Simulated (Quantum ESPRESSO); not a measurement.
# AlInGa2P4: convergence and cost over cutoff and k mesh

Simulated, not a measurement. The program is pw.x of Quantum ESPRESSO 7.5 (plane-wave density functional theory). The cell is made up: 8 atoms on a zincblende/diamond lattice, with randomly drawn elements, strain and displacements, not relaxed. PseudoDojo standard norm-conserving files (v0.5 for PBE, v0.4.1 for LDA and PBEsol) set the functional; there is no spin polarisation, spin-orbit coupling or dispersion term, and the masses in the input are unused placeholders.

Input of the run in row 2:

```
&control calculation='scf', pseudo_dir='./dojo.nc.sr.pbe.v0_5.standard.upf', outdir='./o', disk_io='medium', tprnfor=.true., tstress=.true. /
&system ibrav=0, nat=8, ntyp=4, nbnd=37, ecutwfc=79.96652505, nosym=.true., tot_charge=0,
 occupations='smearing', smearing='fd', degauss=0.0018374661
/
&electrons conv_thr=7.350e-09, electron_maxstep=60, /
ATOMIC_SPECIES
Al 1.0 Al.upf
Ga 1.0 Ga.upf
In 1.0 In.upf
P 1.0 P.upf
CELL_PARAMETERS angstrom
5.6534 0.0 0.0
0.0 5.6534 0.0
0.0 0.0 5.6534
ATOMIC_POSITIONS angstrom
Al 0.0024 0.054 -0.0272
In 0.0166 2.9876 2.7106
Ga 2.7613 -0.035 2.8492
Ga 2.6705 2.815 0.0236
P 1.379 1.3618 1.347
P 1.3154 4.2012 4.2429
P 4.2356 1.4187 4.3384
P 4.3373 4.2927 1.3825
K_POINTS automatic
4 4 4 1 1 1
```

The same cell was run at these settings. Meshes are shifted by half a step, and differences are from the last row, which is itself not exact.

| cutoff (eV) | k mesh | k points solved | threshold (eV) | free energy less the last row's (eV) | pressure (GPa) | largest stress difference (GPa) | largest force difference (eV/Å) | iterations | wall time (s) | k-point pools | processor |
| --- | --- | --- | --- | --- | --- | --- | --- | --- | --- | --- | --- |
| 762 | 2 x 2 x 2 | 4 | 1e-04 | 3.860 | -26.19 | 26.87 | 0.060 | 7 | 37 | 1 | AMD EPYC, Zen 5 class |
| 1088 | 4 x 4 x 4 | 32 | 1e-07 | 0.007 | 0.67 | 0.01 | 0.002 | 10 | 524 | 1 | AMD EPYC, Zen 5 class |
| 1377 | 6 x 6 x 6 | 108 | 1e-07 | 0.000 | 0.68 | 0.00 | 0.000 | 10 | 1969 | 1 | AMD EPYC, Zen 5 class |

Each pool is one process. Wall times include start-up and a band step at six k points, which weighs most on the coarsest meshes. The runs were on shared virtual cores whose load varied, so times are rough.